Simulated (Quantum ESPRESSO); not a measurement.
K2NaScF6 is modelled in the cubic space group Fm-3m (No. 225), Pearson symbol cF40. Lattice parameters: a = b = c = 8.6097 Å, α = β = γ = 90.00°. F on 24e has 1 Sc at 2.030 Å and 1 Na at 2.274 Å and 4 K at 3.046 Å (octahedral). Na on 4b is surrounded by 6 F at 2.274 Å (octahedral). K on 8c sees 12 F at 3.046 Å (cuboctahedral). Sc on 4a sees 6 F at 2.030 Å (octahedral). (Neighbours: up to the widest gap in distance over summed covalent radii, below 1.35, at either atom; cation-cation contacts left out.)
(The calculation used a cell of 10 atoms; values per cell refer to that cell.)

The geometry is that of Materials Project entry mp-6058, symmetrised and not relaxed again.

Question: What does LDA (pw.x of Quantum ESPRESSO, ONCV potentials, without SOC) give for the electronic structure near the Fermi level?

Answer: The LDA gap is direct, 6.41 eV at Γ. Another valence extremum on the path lies within 0.02 eV, too close to call.
